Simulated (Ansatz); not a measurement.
TiC (rock salt, space group No. 225) at seven volumes, r²SCAN in the plane-wave PAW code Ansatz, scaled uniformly. One row is withheld.

```
V (Å³/atom)  P (GPa)
-----------  -------
9.221          29.77
9.525          18.32
9.829           8.47
10.133         -0.01
10.437             ?
10.741        -13.61
11.045        -19.03
```

Q: Fit the shown pressures and predict the withheld one.

A: P = (3/2)B₀(x^(7/2) − x^(5/2))[1 + (3/4)(B′ − 4)(x − 1)] with x = (V₀/V)^(2/3). Least squares on the six rows gives V₀ = 10.133 Å³/atom, B₀ = 262 GPa, B′ = 3.96. At V = 10.437, x = 0.9805 and P = -7.30 GPa. The run itself gave -7.32 GPa.

Space group Fm-3m (rock salt). The r²SCAN relaxation kept the symmetry of its start. No spin polarisation was allowed.

Potentials: the later of the program's two PAW sets.
